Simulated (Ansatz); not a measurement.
SrO:
```
SrO
1.0
    0.00000     2.53233     2.53233
    2.53233     0.00000     2.53233
    2.53233     2.53233     0.00000
Sr O
1 1
Direct
  0.50000   0.50000   0.50000
  0.00000   0.00000   0.00000
```

Relaxed with LDA. Special points in fractions of this cell's reciprocal vectors: Γ (0.000, 0.000, 0.000); X (0.500, 0.000, 0.500); U (0.625, 0.250, 0.625); K (0.375, 0.375, 0.750); L (0.500, 0.500, 0.500); W (0.500, 0.250, 0.750).

Problem. List the band energies nearest the valence-band maximum at these points for LDA in the plane-wave PAW code Ansatz.

Solution. In eV from the valence-band maximum; about four levels below and three above (degenerate sets whole), none deeper than 8.9 eV; points with the same levels are listed once.

```
k              below                above
-  -----------------  -------------------
Γ     0.00 0.00 0.00  4.14 6.26 6.26 6.26
X  -0.31 -0.04 -0.04      3.12 8.16 10.52
U  -0.98 -0.58 -0.38       4.74 8.05 9.14
L  -2.31 -1.22 -1.22  6.68 8.58 9.13 9.13
W  -1.20 -0.37 -0.37       6.05 6.05 9.02
```

Space group Fm-3m (rock salt). The LDA relaxation kept the symmetry of its start; phonons on a q-mesh show no instability. Scalar-relativistic: spin–orbit coupling is off unless named, which matters more the heavier the elements.

Potentials: the earlier of the program's two PAW sets.
